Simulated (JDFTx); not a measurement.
System: ZnSe(110) (F-43m bulk; lattice of mp-1190, not re-optimised at this level), 1x1 cell of 8 atoms in 4 planes (Se/Zn outermost, slab composition Zn4Se4), area 22.69 Å² a face, 6.0 Å between the outermost planes in a cell 22.0 Å high; k mesh 4×4×1, Fermi width 0.003 Ha, no spin polarisation. Whether this polymorph is the ambient one wasn't checked.

All numbers are PBE, GBRV ultrasoft potentials, plane waves to 20/100 Ha results from a modified build of JDFTx, not measurements. Vacuum. The outer atoms relax from bulk positions, keeping the cell's symmetry; the lattice is not PBE's own optimum in this code, and that strain can shift the moves by a few hundredths of an ångström. Input:

```
lattice \
  7.5696421680 0.0000000000 0.0000000000 \
  0.0000000000 10.7050906261 0.0000000000 \
  0.0000000000 0.0000000000 41.5739747418
coords-type Lattice
ion Se 0.0000000000 0.7500000000 -0.1365573450 1
ion Se 0.5000000000 0.2500000000 -0.0455191150 1
ion Se 0.0000000000 0.7500000000 0.0455191150 1
ion Se 0.5000000000 0.2500000000 0.1365573450 1
ion Zn 0.5000000000 0.5000000000 -0.1365573450 1
ion Zn 0.0000000000 0.0000000000 -0.0455191150 1
ion Zn 0.5000000000 0.5000000000 0.0455191150 1
ion Zn 0.0000000000 0.0000000000 0.1365573450 1
ion-species pseudo/se_pbe_v1.upf
ion-species pseudo/zn_pbe_v1.upf
elec-cutoff 20 100
elec-ex-corr gga-PBE
coulomb-interaction Slab 001
coulomb-truncation-embed 0 0 0
kpoint-folding 4 4 1
elec-smearing Fermi 0.003
lcao-params 10
elec-n-bands 61
converge-empty-states yes
electronic-scf nIterations 100 energyDiffThreshold 1e-07
ionic-minimize nIterations 10 energyDiffThreshold 1e-5 knormThreshold 4e-4
dump-name vac.$VAR
dump End State Ecomponents EigStats BandEigs Forces ElecDensity IonicPositions Fillings Kpoints Dtot
```

**Question.** How far do the free atoms of the upper face move along the normal, and how much energy is released?

**Answer.** Se (atom 4) 0.27 Å, Zn (atom 8) -0.43 Å, Zn (atom 7) 0.18 Å, Se (atom 3) -0.05 Å (positive: outward). The free energy falls by 0.962 eV per cell, 340 mJ/m².
